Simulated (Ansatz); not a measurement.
**Profile along the Te–Sn line in SnTe (rock salt)**

SnTe (rock salt)

```
SnTe
1.0
    0.00000     3.18559     3.18559
    3.18559     0.00000     3.18559
    3.18559     3.18559     0.00000
Te Sn
1 1
Direct
  0.00000   0.00000   0.00000
  0.50000   0.50000   0.50000
```

Fields along a shortest Te–Sn line of a {100} plane (3.19 Å), from Te to Sn, interpolated on the slice's grid (step about 0.2 Å). Level of theory: r2SCAN (plane waves to 500 eV, PAW, scalar-relativistic; Ansatz, a program for electronic structure). k mesh 13×13×13. These are valence fields of a PAW run, semicore shells included where kept as valence: close to a nucleus they are smooth pseudo fields. SnTe was relaxed with its symmetry unable to fall. Spin-orbit coupling is left out, though Te is heavy. The PAW data are Ansatz's earlier set.

```json
[
 {"distance from Te (Å)": "0.00", "valence electron density (e/Å³)": "19.14", "electron localisation function": "x", "density of the highest valence band (e/Å³)": "0.006", "density of the lowest conduction band (e/Å³)": "0.022"},
 {"distance from Te (Å)": "0.16", "valence electron density (e/Å³)": "17.10", "electron localisation function": "x", "density of the highest valence band (e/Å³)": "0.011", "density of the lowest conduction band (e/Å³)": "0.025"},
 {"distance from Te (Å)": "0.32", "valence electron density (e/Å³)": "12.17", "electron localisation function": "x", "density of the highest valence band (e/Å³)": "0.011", "density of the lowest conduction band (e/Å³)": "0.030"},
 {"distance from Te (Å)": "0.48", "valence electron density (e/Å³)": "6.87", "electron localisation function": "x", "density of the highest valence band (e/Å³)": "0.010", "density of the lowest conduction band (e/Å³)": "0.033"},
 {"distance from Te (Å)": "0.64", "valence electron density (e/Å³)": "3.08", "electron localisation function": "0.24", "density of the highest valence band (e/Å³)": "0.032", "density of the lowest conduction band (e/Å³)": "0.038"},
 {"distance from Te (Å)": "0.80", "valence electron density (e/Å³)": "1.26", "electron localisation function": "0.39", "density of the highest valence band (e/Å³)": "0.065", "density of the lowest conduction band (e/Å³)": "0.043"},
 {"distance from Te (Å)": "0.96", "valence electron density (e/Å³)": "0.68", "electron localisation function": "0.51", "density of the highest valence band (e/Å³)": "0.082", "density of the lowest conduction band (e/Å³)": "0.041"},
 {"distance from Te (Å)": "1.12", "valence electron density (e/Å³)": "0.47", "electron localisation function": "0.62", "density of the highest valence band (e/Å³)": "0.075", "density of the lowest conduction band (e/Å³)": "0.035"},
 {"distance from Te (Å)": "1.28", "valence electron density (e/Å³)": "0.34", "electron localisation function": "0.66", "density of the highest valence band (e/Å³)": "0.058", "density of the lowest conduction band (e/Å³)": "0.030"},
 {"distance from Te (Å)": "1.44", "valence electron density (e/Å³)": "0.26", "electron localisation function": "0.61", "density of the highest valence band (e/Å³)": "0.044", "density of the lowest conduction band (e/Å³)": "0.031"},
 {"distance from Te (Å)": "1.59", "valence electron density (e/Å³)": "0.22", "electron localisation function": "0.49", "density of the highest valence band (e/Å³)": "0.036", "density of the lowest conduction band (e/Å³)": "0.036"},
 {"distance from Te (Å)": "1.75", "valence electron density (e/Å³)": "0.21", "electron localisation function": "0.41", "density of the highest valence band (e/Å³)": "0.035", "density of the lowest conduction band (e/Å³)": "0.045"},
 {"distance from Te (Å)": "1.91", "valence electron density (e/Å³)": "0.25", "electron localisation function": "0.36", "density of the highest valence band (e/Å³)": "0.040", "density of the lowest conduction band (e/Å³)": "0.057"},
 {"distance from Te (Å)": "2.07", "valence electron density (e/Å³)": "0.34", "electron localisation function": "0.34", "density of the highest valence band (e/Å³)": "0.048", "density of the lowest conduction band (e/Å³)": "0.067"},
 {"distance from Te (Å)": "2.23", "valence electron density (e/Å³)": "0.57", "electron localisation function": "0.33", "density of the highest valence band (e/Å³)": "0.056", "density of the lowest conduction band (e/Å³)": "0.065"},
 {"distance from Te (Å)": "2.39", "valence electron density (e/Å³)": "1.34", "electron localisation function": "0.28", "density of the highest valence band (e/Å³)": "0.057", "density of the lowest conduction band (e/Å³)": "0.044"},
 {"distance from Te (Å)": "2.55", "valence electron density (e/Å³)": "3.17", "electron localisation function": "0.15", "density of the highest valence band (e/Å³)": "0.048", "density of the lowest conduction band (e/Å³)": "0.015"},
 {"distance from Te (Å)": "2.71", "valence electron density (e/Å³)": "5.96", "electron localisation function": "x", "density of the highest valence band (e/Å³)": "0.035", "density of the lowest conduction band (e/Å³)": "0.003"},
 {"distance from Te (Å)": "2.87", "valence electron density (e/Å³)": "9.12", "electron localisation function": "x", "density of the highest valence band (e/Å³)": "0.023", "density of the lowest conduction band (e/Å³)": "0.007"},
 {"distance from Te (Å)": "3.03", "valence electron density (e/Å³)": "11.70", "electron localisation function": "x", "density of the highest valence band (e/Å³)": "0.014", "density of the lowest conduction band (e/Å³)": "0.006"},
 {"distance from Te (Å)": "3.19", "valence electron density (e/Å³)": "12.71", "electron localisation function": "x", "density of the highest valence band (e/Å³)": "0.009", "density of the lowest conduction band (e/Å³)": "0.001"}
]
```

x: too close to a nucleus for the ELF to mean much. Band densities are of whole bands, smooth part only.

Density on the Te–Sn line (3.19 Å) at its density minimum, 1.7 Å from Te: 0.21 e/Å³. ELF at that point: 0.4. ELF maximum in the middle third of the Te–Sn line: 0.66, 1.3 Å from Te.
